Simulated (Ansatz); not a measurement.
Input and command of a plane-wave DFT calculation in Ansatz:

```yaml
crystal:
  lattice:
    - [4.3294615894, 0.0, 0.0]
    - [0.0, 4.3294615894, 0.0]
    - [0.0, 0.0, 7.025856795]
  atoms:
    - { symbol: Ba, position: [0.0, 0.5, 0.2095357143] }
    - { symbol: Ba, position: [0.5, 0.0, 0.7904642857] }
    - { symbol: H, position: [0.0, 0.0, 0.0] }
    - { symbol: H, position: [0.5, 0.5, 0.0] }
    - { symbol: Cl, position: [0.0, 0.5, 0.6582631055] }
    - { symbol: Cl, position: [0.5, 0.0, 0.3417368945] }
basis:
  ecutwfc: 420
kpoints:
  mp_grid: { grid: [6, 6, 4] }
hamiltonian:
  xc: lda
scf:
  occupations: { method: gaussian, width: 0.02 }
output:
  forces: true
  stress: true
  eigenvalues: true
relax:
  adjacent_minimum: "off"
  f_tol: 0.01
  max_steps: 30
  cell: { stress_tol: 0.1, fix: [volume] }
```

```bash
ansatz run input.yaml --threads 1 --pin off --max-ram 2560MiB --backend cpu --events-out ev --progress --plain --runs-dir out
```

Processor: Arm Neoverse V1, 1 thread, on a host shared with other jobs.

How long does it run, and how much memory does it take?

About 26 s on 1 thread of Arm Neoverse V1 (shared host), peak memory 0.39 GiB. It solves 24 bands at 30 k points (the mesh reduced by symmetry) with about 2559 plane waves, in 20 SCF iterations over 4 ionic steps.
